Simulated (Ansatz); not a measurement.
BaTiO$_{3}$, DFT, LDA, all-electron LAPW, scalar-relativistic (Ansatz 0.2.0), run on 2 threads of Arm Neoverse V2 on a shared host.

The geometry is COD entry 1507757, unchecked; take it as a test cell. The listed cell was then made from it by scaling, straining or moving an atom.

Command: `ansatz run input.yaml --threads 2 --pin off --max-ram 8192MiB --backend cpu --events-out ev --progress --plain --runs-dir out`

```yaml
crystal:
  lattice:
    - [4.0073, 0.0, 0.0]
    - [0.0, 4.0073, 0.0]
    - [0.0, 0.0, 3.967227]
  atoms:
    - { symbol: Ba, position: [0.5, 0.5, 0.5] }
    - { symbol: Ti, position: [0.0, 0.0, 0.0] }
    - { symbol: O, position: [0.5, 0.0, 0.0] }
    - { symbol: O, position: [0.0, 0.5, 0.0] }
    - { symbol: O, position: [0.0, 0.0, 0.5] }
kpoints:
  mp_grid: { grid: [8, 8, 8] }
  band_path:
    path:
      - [0.0, 0.0, 0.0]
      - [0.0, 0.5, 0.0]
      - [0.5, 0.5, 0.0]
      - [0.0, 0.0, 0.0]
      - [0.0, 0.0, 0.5]
      - [0.0, 0.5, 0.5]
      - [0.5, 0.5, 0.5]
      - [0.0, 0.0, 0.5]
      - [0.0, 0.5, 0.0]
    npoints: 5
scf:
  occupations: { method: fermi_dirac, width: 0.05 }
hamiltonian:
  xc: lda
  pseudopotentials: { kind: all_electron, lapw: { basis_error: 0.001 } }
output:
  forces: true
  stress: true
  eigenvalues: true
```

Q: How large is the problem that the program sets up?

A: 75 irreducible k-points, 1157 plane waves at Γ, 44 bands.

Q: Estimate the wall time and the peak memory.

A: 72 s of wall time for 12 SCF iterations, with a peak of 0.92 GiB. Times on shared machines scatter by tens of per cent.
